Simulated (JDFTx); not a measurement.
System: Ge(111) (Fd-3m bulk; lattice of mp-32, not re-optimised at this level), (2×1) cell of 8 atoms in 4 planes, area 27.89 Å² a face, 4.1 Å between the outermost planes in a cell 23.1 Å high; k mesh 3×6×1, Fermi width 0.003 Ha, no spin polarisation. Both faces carry H and SH (1.00 monolayer in all).

Method: PBE, GBRV ultrasoft potentials, plane waves to 20/100 Ha, in JDFTx (a modified build). Each face has two sites a cell, capped by H and H, H and SH, or SH and SH, and relaxed in vacuum within the start's symmetry. The ionisation potential is minus the Kohn-Sham valence edge against vacuum, the electron affinity minus the conduction edge. Liquid: CANDLE, water, 0.5 M NaF; SHE by the 4.44 V convention. Both faces are alike, and the cell allows no reconstruction beyond its size. These are Kohn-Sham edges of the slab on its k mesh, not quasiparticle energies; surface states and confinement enter them. Spin-orbit coupling is left out, which can move the edges for the heavier elements here.

```
caps             ionisation potential (eV)  electron affinity (eV)  gap on the mesh (eV)  valence edge in liquid (V vs SHE)  conduction edge in liquid (V vs SHE)
---------------  -------------------------  ----------------------  --------------------  ---------------------------------  ------------------------------------
all H                                 4.51                    3.74                  0.77                              -0.15                                 -0.92
half H, half SH                          …                       …                     …                                  …                                     …
all SH                                4.73                    4.46                  0.27                               0.14                                 -0.14
```

Problem. Predict the half-covered face from the two pure ones.

Solution. 
- half H, half SH, ionisation potential (eV): 4.90
- half H, half SH, electron affinity (eV): 4.30
- half H, half SH, gap on the mesh (eV): 0.60
- half H, half SH, valence edge in liquid (V vs SHE): 0.25
- half H, half SH, conduction edge in liquid (V vs SHE): -0.35

The half-covered face lies 0.27 eV from the mean of the two ionisation potentials, and its valence edge in the liquid 0.26 V from the mean.
